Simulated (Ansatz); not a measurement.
LaLuO₃:
```
LaLuO3
1.0
    4.19273     0.00000     0.00000
    0.00000     4.19273     0.00000
    0.00000     0.00000     4.19273
La Lu O
1 1 3
Direct
  0.00000   0.00000   0.00000
  0.50000   0.50000   0.50000
  0.00000   0.50000   0.50000
  0.50000   0.50000   0.00000
  0.50000   0.00000   0.50000
```

DFT-PBEsol in the program Ansatz with PAW potentials gives a gap of 1.42 eV without spin–orbit coupling, maximum at Γ, minimum at Γ.

Task: What happens when spin–orbit coupling is switched on?

Result: The gap falls by 0.25 eV, to 1.17 eV; maximum at Γ, minimum at Γ.

Task: Give the electron effective mass with spin–orbit coupling, band 1 of 2 at the edge.

Result: 1.3 along [100], 1.1 along [110], 1.0 along [111] (mₑ).

Task: Give the electron effective mass with spin–orbit coupling, band 2 of 2 at the edge.

Result: 0.81 along [100], 0.89 along [110], 0.98 along [111] (mₑ).

Task: Give the hole effective mass with spin–orbit coupling.

Result: 1.2 mₑ (isotropic).

Space group Pm-3m (cubic perovskite). A made-up cell: these elements were put on the sites of a structure type; neither database checked (COD, Materials Project) lists it. Whether it is the stable phase at ambient conditions was not checked. Symmetry was held in the PBEsol relaxation. At this level the phase is dynamically unstable (imaginary phonons).

Potentials: the later of the program's two PAW sets.
